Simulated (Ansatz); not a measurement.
Values for one crystal, relaxed and computed with r²SCAN in the plane-wave PAW code Ansatz; other levels are named.

```yaml
volume_per_atom: 12.31 Å³
band_gap: 0.55 eV (indirect)
valence_band_maximum: at Γ
Elastic constants (relaxed ions, GPa): C11 = 326, C12 = 81.4, C13 = 40.1, C33 = 428, C44 = 144, C66 = 87.5
electron_effective_mass: 0.32, 0.32, 0.46 mₑ (principal values)
hill_bulk_and_shear_moduli: 155 and 132 GPa
Poisson's ratio: 0.17
```

### Question
Which of these materials gives this?
A. InP, zinc blende
B. BP, P4_2/mnm (B on 4f, P on 4g)
C. BAsO4, I-4 (B on 2d, As on 2a, O on 8g)
D. GaP, zinc blende

### Answer
B, BP, P4_2/mnm (B on 4f, P on 4g)

The start of the workflow was typed in or built on a structure type; neither database checked (COD, Materials Project) lists it. It is not the phase usual at ambient conditions (space group No. 216). Symmetry was held in the r²SCAN relaxation; its stability against distortions is not shown here.

Potentials: the earlier of the program's two PAW sets.
